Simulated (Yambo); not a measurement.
Yambo run on ZnO (space group P4_2/mnm, No. 136). The wavefunctions come from this Quantum ESPRESSO step (PBEsol, PseudoDojo standard norm-conserving files, scalar-relativistic):

```
&CONTROL
  calculation = 'nscf'
  pseudo_dir = './pseudo'
  outdir = './out'
/
&SYSTEM
  ibrav = 0
  nat = 8
  ntyp = 2
  ecutwfc = 84.0
  ecutrho = 336.0
  occupations = 'fixed'
  force_symmorphic = .true.
  nbnd = 218
/
&ELECTRONS
  conv_thr = 8e-09
  diago_full_acc = .true.
  diago_thr_init = 1e-08
/
ATOMIC_SPECIES
O 15.9990 O.upf
Zn 65.3800 Zn.upf
CELL_PARAMETERS angstrom
  5.517570000000   0.000000000000   0.000000000000
  0.000000000000   5.517570000000   0.000000000000
  0.000000000000   0.000000000000   3.258780000000
ATOMIC_POSITIONS crystal
O   0.817250000000   0.182750000000   0.500000000000
O   0.182750000000   0.817250000000   0.500000000000
O   0.317250000000   0.317250000000   0.000000000000
O   0.682750000000   0.682750000000   0.000000000000
Zn   0.181970000000   0.181970000000   0.500000000000
Zn   0.818030000000   0.818030000000   0.500000000000
Zn   0.318030000000   0.681970000000   0.000000000000
Zn   0.681970000000   0.318030000000   0.000000000000
K_POINTS automatic
2 2 4 0 0 0
```

Yambo input:

```
rim_cut
gw0
dyson
el_el_corr
HF_and_locXC
ppa
em1d
RandQpts= 1000000
RandGvec= 1 Ry
EXXRLvcs= 84 Ry
VXCRLvcs= 336 Ry
Chimod= "HARTREE"
% BndsRnXp
 17 | 217 |
%
NGsBlkXp= 8 Ry
% LongDrXp
 1.0 | 1.0 | 1.0 |
%
PPAPntXp= 27.2114 eV
% GbndRnge
 1 | 217 |
%
GTermKind= "BG"
DysSolver= "n"
ExtendOut
% QPkrange
 1 | 1 | 52 | 53 |
 3 | 3 | 52 | 53 |
 4 | 4 | 52 | 53 |
 6 | 6 | 52 | 53 |
 7 | 7 | 52 | 53 |
 9 | 9 | 52 | 53 |
%
```

k points by index: 1 = Γ, 3 = Z, 4 = X, 6 = R, 7 = M, 9 = A.

Resulting energies as the program prints them:

```
#    K-point    Band    Eo [eV]    E [eV]    E-Eo [eV]    Vxc [eV]    Vnlxc [eV]    Sc|Eo [eV]    Sc|E [eV]    dSc/dw|Eo [eV]    Re(Z)    Im(Z)
#
    1    52    0.000000    -0.799726    -0.799726    -25.34293    -31.19318    4.822988    5.050518    -7.740562    0.778535    -0.001340
    1    53    0.782130    1.170090    0.387961    -12.64194    -8.712910    -3.457555    -3.541069    -5.856288    0.822898    -0.001126
    3    52    -1.293580    -2.278648    -0.985068    -23.94063    -30.33829    5.123972    5.412596    -7.970849    0.773435    -0.002132
    3    53    5.818312    6.691525    0.873213    -15.11193    -9.950607    -4.074140    -4.288113    -6.666817    0.803209    -0.001502
    4    52    -0.424795    -1.275492    -0.850696    -24.69217    -30.68205    4.895877    5.139188    -7.781529    0.777623    -0.001367
    4    53    3.200352    3.827589    0.627237    -14.70321    -10.58057    -3.347494    -3.495405    -6.415808    0.809206    -0.001259
    6    52    -1.030331    -1.875922    -0.845591    -23.21198    -29.22760    4.922259    5.170024    -7.970126    0.773447    -0.002744
    6    53    5.916779    6.699561    0.782782    -14.00125    -8.873363    -4.164181    -4.345104    -6.289144    0.812267    -0.188279E-3
    7    52    -0.744994    -1.607744    -0.862750    -23.90999    -29.90260    4.881223    5.129852    -7.840468    0.776315    -0.001423
    7    53    4.257472    4.963302    0.705829    -13.97404    -9.213868    -3.891784    -4.054348    -6.266263    0.812821    -0.001205
    9    52    -1.303378    -2.208507    -0.905130    -22.50690    -28.63967    4.960738    5.227643    -8.023773    0.772279    -0.345154E-3
    9    53    5.467003    5.948696    0.481693    -10.60474    -5.911886    -4.111739    -4.211159    -5.615261    0.828941    -0.001007
```
(The two width columns are left out.) Convergence of these settings isn't established.

Geometry of the Materials Project entry, not relaxed at this level.

This is not the ordinary phase of the substance; no match was found in the copy of COD used, and its stability was not checked.
